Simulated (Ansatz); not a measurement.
**Rocksalt alloy of MgO and CdO (44 of 64 Mg sites exchanged), 128 atoms**

Ansatz, PAW, plane waves. PBEsol relaxation of volume and atoms (shape held) at the single k point (½, ½, ½); single points on the relaxed atoms at the Γ point alone, onto which points of the small cell's zone fold. Arrangement: quasirandom. No spin–orbit coupling unless named.

Relaxed structure:

```
O Cd Mg
1.0
     0.00000    9.13222    9.13222
     9.13222    0.00000    9.13222
     9.13222    9.13222    0.00000
O Cd Mg
64 44 20
Cartesian
  2.1355 4.5879 4.4499
  2.2894 9.1403 9.1499
  6.9681 4.6918 4.5271
  6.8710 4.5971 9.1898
  6.8559 9.0398 4.5776
  6.8752 9.2494 9.1303
  6.8743 9.0027 13.5705
  6.9541 13.5780 9.0230
  11.4191 4.5706 9.2985
  11.3953 9.1104 4.5544
  11.4054 9.1152 9.2994
  11.4000 9.1233 13.5542
  11.2303 13.6919 9.1266
  11.3874 13.7144 13.6974
  15.9839 9.0818 9.3024
  16.0040 13.7841 13.7968
  4.5830 2.2876 4.7242
  4.7016 6.8401 4.7147
  4.5777 6.8181 8.9904
  4.7365 11.4413 9.1263
  9.1266 2.2694 9.1087
  9.0227 6.7070 4.5493
  9.1304 6.8546 9.0997
  8.9984 6.6951 13.8606
  9.1144 11.5811 4.7459
  9.0285 11.5540 9.0917
  9.1110 11.5645 13.5696
  9.0958 15.7879 8.9605
  13.7399 6.8207 8.9476
  13.6719 11.4372 9.1105
  13.7052 11.5786 13.6099
  13.8458 15.8380 13.8021
  4.4424 4.5926 2.2993
  4.5548 4.5227 6.8668
  4.7161 9.0619 6.8410
  4.7195 9.1331 11.4264
  9.1491 4.5498 6.7116
  9.2230 4.5721 11.5766
  8.9981 9.1340 2.3007
  9.0102 9.2833 6.8513
  9.1490 9.2808 11.4187
  9.1206 8.9360 15.9707
  9.0077 13.6850 6.8397
  9.1133 13.5700 11.3747
  13.7019 9.1378 6.8576
  13.6733 9.2664 11.4407
  13.7110 13.5733 11.5473
  13.8444 13.7711 15.8495
  2.2963 2.3928 2.3059
  2.4069 6.8490 6.8232
  6.7216 2.2451 6.8439
  6.8091 6.9863 2.4187
  6.7651 6.9904 6.7516
  6.8838 6.9892 11.5277
  6.9534 11.4030 6.9563
  6.9727 11.2942 11.2886
  11.5851 6.8597 6.8468
  11.4220 6.9151 11.4395
  11.4266 11.4047 6.8755
  11.4158 11.2835 11.3994
  11.4428 11.3841 15.9854
  11.4365 15.9964 11.3992
  15.8404 11.2651 11.4509
  15.9661 15.8629 15.8776
  9.1164 18.2019 9.1333
  13.7290 18.2058 13.7163
  4.6149 13.6946 9.0917
  4.5656 4.5870 4.5898
  13.6551 13.6900 9.1634
  13.7161 9.1544 13.7015
  4.6087 9.1363 9.1289
  9.1450 4.5625 9.1441
  9.1022 9.1322 4.5817
  9.1253 9.2067 9.1435
  9.1193 9.1000 13.6825
  13.7000 9.1323 9.1531
  2.3273 11.4284 9.1501
  11.3991 11.4393 4.5974
  2.2665 6.8356 4.5805
  11.3956 15.9582 9.0954
  6.8557 11.4150 13.6540
  15.9574 11.3950 9.1574
  6.8489 15.9258 9.1277
  6.8513 6.9134 9.1265
  6.8546 11.4185 4.6162
  11.4322 15.9529 13.7008
  11.4416 6.8475 9.1458
  11.3587 11.4168 9.1460
  11.4091 11.4347 13.6668
  2.2903 0.0370 2.2879
  11.3546 13.7010 6.8166
  2.3219 9.1012 6.8128
  15.9642 18.1954 15.9785
  6.8364 13.6879 11.3801
  6.8429 4.6101 6.8342
  16.0154 13.6920 11.4923
  11.4653 13.7022 15.9894
  11.3928 9.1347 6.8993
  11.4000 13.6373 11.4174
  9.0875 11.4258 2.3423
  4.6255 11.4213 11.4442
  13.6930 6.9054 11.4547
  13.7405 15.9441 11.4437
  4.6484 11.4273 6.8188
  9.0921 11.3821 15.9290
  9.1021 15.9223 11.3859
  9.1130 6.8765 6.8132
  9.1402 6.8865 11.4813
  9.0904 13.7128 4.6298
  9.1112 13.7037 13.6675
  9.0881 13.6499 9.0773
  13.7797 13.7084 13.7182
  6.8470 6.8662 4.5856
  15.9954 15.9394 13.7302
  6.9045 11.4143 9.1111
  2.2563 4.5621 2.3304
  6.8165 9.1309 2.3316
  6.8602 9.1502 6.8503
  6.8957 9.1554 11.4106
  6.8729 13.6915 6.8274
  11.4063 9.1751 11.4208
  18.1289 15.8770 15.9553
  13.6889 11.4243 6.8796
  4.6128 6.8682 6.8260
  9.0607 11.4766 6.8817
  9.1118 11.4278 11.3841
  13.7758 15.9220 15.9343
  13.6905 11.3999 11.4490
```

Task: What are the mean bond lengths by pair (pairs within 1.2 times the sum of covalent radii, less contacts 15 % beyond the pair's median; cation–cation pairs of compounds aside; long ionic contacts are cut short by that bound)?

Result: Cd–O 2.328 ± 0.054 Å (standard deviation, 264 bonds); Mg–O 2.191 ± 0.063 Å (standard deviation, 119 bonds).

Task: What gap lies between the top filled and the lowest empty level in the single points?

Result: HSE06 with spin–orbit coupling 1.54 eV (18 min on NVIDIA GB300).
